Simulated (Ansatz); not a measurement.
CdPd, DFT, PBEsol, PAW with Ansatz's default frozen-core files, scalar-relativistic (Ansatz 0.2.0), run on 1 thread of Intel(R) Xeon(R) Platinum 8488C (Sapphire Rapids) on a shared host.

The cell comes from COD entry 1524979, which wasn't checked; take it as a given geometry. The listed cell was then made from it by scaling, straining or moving an atom.

Command: `ansatz run input.yaml --threads 1 --pin off --max-ram 3072MiB --backend cpu --events-out ev --progress --plain --runs-dir out`

```yaml
crystal:
  lattice:
    - [3.0476509155, 0.0, 0.0]
    - [0.0, 3.0476509155, 0.0]
    - [0.0, 0.0, 3.6550470584]
  atoms:
    - { symbol: Cd, position: [0.0, 0.0, 0.0] }
    - { symbol: Pd, position: [0.5, 0.5, 0.5] }
kpoints:
  mp_grid: { grid: [11, 11, 9] }
scf:
  occupations: { method: fermi_dirac, width: 0.05 }
hamiltonian:
  xc: pbesol
  pseudopotentials: { kind: paw }
output:
  forces: true
  stress: true
  eigenvalues: true
  efg: { contact_densities: true }
  write_density: true
  write_potential: true
  elf: true
  volumetric_format: npy
```

Task: How large is the problem that the program sets up?

Result: 105 irreducible k-points, 645 plane waves at Γ, 23 bands.

Task: Estimate the wall time and the peak memory.

Result: 5.8 s of wall time for 7 SCF iterations, with a peak of 0.46 GiB. Times on shared machines scatter by tens of per cent.

Task: And the same cell and mesh by all-electron PAW (datasets made for this crystal), asked for forces, stress, eigenvalues, efg, on the same hardware?

Result: 16 s, peak memory 0.63 GiB.
